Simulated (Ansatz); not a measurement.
Ca₂Ga₇Ag:
```
CELL_PARAMETERS angstrom
      4.25592     0.00000     0.00000
      0.00000     4.25592     0.00000
      0.00000     0.00000    10.91589
ATOMIC_POSITIONS crystal
  Ca 0.50000 0.00000 0.75199
  Ca 0.00000 0.50000 0.24801
  Ga 0.00000 0.50000 0.86264
  Ga 0.50000 0.00000 0.13736
  Ga 0.50000 0.00000 0.36247
  Ga 0.00000 0.50000 0.63753
  Ga 0.00000 0.00000 0.50000
  Ga 0.00000 0.00000 0.00000
  Ga 0.50000 0.50000 0.50000
  Ag 0.50000 0.50000 0.00000
```

Relaxed with r²SCAN. Special points in fractions of this cell's reciprocal vectors: Γ (0.000, 0.000, 0.000); X (0.000, 0.500, 0.000); M (0.500, 0.500, 0.000); Z (0.000, 0.000, 0.500); R (0.000, 0.500, 0.500); A (0.500, 0.500, 0.500).

Q: List the band energies nearest the Fermi level at these points for the program Ansatz at the r²SCAN level (PAW).

A: In eV from the Fermi level; about four levels below and three above (degenerate sets whole), none deeper than 8.9 eV; points with the same levels are listed once.

```csv
k,below,above
Γ,-2.51 -1.41 -1.41 -0.36,0.14 0.59 0.84 0.84
X,-2.02 -1.57 -0.93 -0.82,0.61 0.98 1.01
M,-3.10 -2.84 -2.04 -1.04,1.30 1.30 1.61
Z,-2.52 -2.46 -1.45 -1.45,0.01 0.90 1.10 1.10
R,-3.64 -0.94 -0.85 -0.50,0.04 0.67 0.72
A,-2.69 -2.55 -2.50 -1.40,0.65 0.65 2.49
```

Space group P-4m2. The workflow started from a Materials Project entry (that database holds measured and hypothetical structures alike); the Crystallography Open Database copy checked does not list it. With Ga and Ag taken as one species the cell has the higher symmetry I4/mmm, so it may be an ordered model of a mixed-site phase. Its standing as an ambient phase is unchecked. Symmetry was held in the r²SCAN relaxation; its stability against distortions is not shown here. The run is not spin-polarised. Spin–orbit coupling is left out wherever it is not named.

Potentials: the later of the program's two PAW sets.
